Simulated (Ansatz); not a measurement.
Kick test of a cell of Zn3S2O

The structure comes from a generated guess, relaxed at this level; another structure or a mixture of phases may lie lower.

Level of theory: DFT PBE, scalar-relativistic, plane waves, PAW in Ansatz 0.2.0. Settings: cutoff 420 eV, Γ-centred mesh 10×10×10 on the computed 6-atom cell, Gaussian smearing of 0.02 eV; no spin polarisation.

The cell below (6 atoms, space group I-4m2 (No. 119)) is relaxed within its symmetry.

```xyz
6
Lattice="-1.8437 1.8437 7.5798 1.8437 -1.8437 7.5798 1.8437 1.8437 -7.5798" Properties=species:S:1:pos:R:3 pbc="T T T"
Zn    0.0000    0.0000   10.4100
Zn    0.0000    0.0000    4.7496
Zn    0.0000    0.0000    0.0000
S     1.8437    0.0000    6.1624
S     1.8437    0.0000    1.4175
O     0.0000    1.8437    3.7899
```

For the test a repeat of it with 12 atoms (edges 5.21, 5.21, 8.02 Å) was strained at random (σ = 1.5 % a component), the atoms were moved at random (σ = 0.10 Å), and all was relaxed again on a coarse 4×4×4 mesh (in the run’s order of axes) with 0.10 eV smearing, with no symmetry imposed.

Task: What happens?

Result: It returns, within 1 meV/atom of the unmoved cell on that mesh and with the same symmetry when read at 0.1 Å. So it is stable against the distortions that fit this cell and that this random move excites. Modes that don't fit the cell aren't tested.
